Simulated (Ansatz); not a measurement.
Structure: an ordered 8-atom cell of LaGa₃N₄ on the wurtzite lattice (P3m1), at its r2SCAN minimum. The symmetry is P3m1 (No. 156, trigonal); conventional cell a = 3.333 Å, c = 11.229 Å, 13.50 Å³ an atom. Ga is surrounded by 4 N at 1.96–2.02 Å; Ga is surrounded by 4 N at 1.93–2.00 Å; Ga is surrounded by 4 N at 1.97–2.00 Å; La is surrounded by 4 N at 2.24–2.50 Å; N is surrounded by 4 Ga at 1.96–2.00 Å; N is surrounded by 1 Ga at 1.93 Å and 3 La at 2.24 Å; N is surrounded by 4 Ga at 1.97–2.00 Å; N is surrounded by 3 Ga at 2.02 Å and 1 La at 2.50 Å.

The questions ask for values computed with Ansatz on this geometry. Non-magnetic throughout. Whether this structure exists isn't addressed.

Q: Is there a gap with PBE, and of what kind?

A: PBE gives an indirect gap of 0.82 eV, from K to Γ; the least direct gap is 1.31 eV at Γ.

Q: How does the gap change from PBE to PBE+SOC (12×12×2)?

A: With PBE+SOC the valence top lies at K and the conduction bottom at Γ, 0.83 eV higher; the smallest vertical gap, at Γ, is 1.30 eV. The gap differs by +0.01 eV from PBE's.

Q: What does HSE06 give for the gap (6×6×2 mesh)?

A: The HSE06 gap is indirect, 1.81 eV (K to Γ), below the direct gap of 2.32 eV at Γ. The gap differs by +0.99 eV from PBE's.

Q: How does the gap change from PBE to PBE0 (6×6×2)?

A: PBE0 gives an indirect gap of 2.48 eV, from K to Γ; the least direct gap is 3.00 eV at Γ. The gap differs by +1.66 eV from PBE's.

Q: Roughly how does the cost of the PBE+SOC run (12×12×2) compare with r2SCAN's (12×12×2)?

A: About 4 times as much (4 core-minutes against 60 core-seconds, on 4 threads of Arm Neoverse V2 (shared host)).

Only the levels marked +SOC include spin-orbit coupling.

The meshes of the hybrids are coarse, so their gaps aren't converged to the digits shown.
